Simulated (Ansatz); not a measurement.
Q: Name crystals whose computed values (r²SCAN (plane waves, PAW; program Ansatz)) fall in these windows: ε0 9.3 to 12; HSE06 gap (eV) 2.5 to 3.1; electron conductivity mass (mₑ) 0.17 to 0.25.

A: 

```
crystal         ε0  HSE06 gap (eV)  electron conductivity mass (mₑ)
------------  ----  --------------  -------------------------------
SnO2, rutile  11.1            2.84                             0.22
```
Others may fit too.

The cell was relaxed under the symmetry of its start. Scalar-relativistic: spin–orbit coupling is off unless named, which matters more the heavier the elements.

Potentials: the later of the program's two PAW sets.
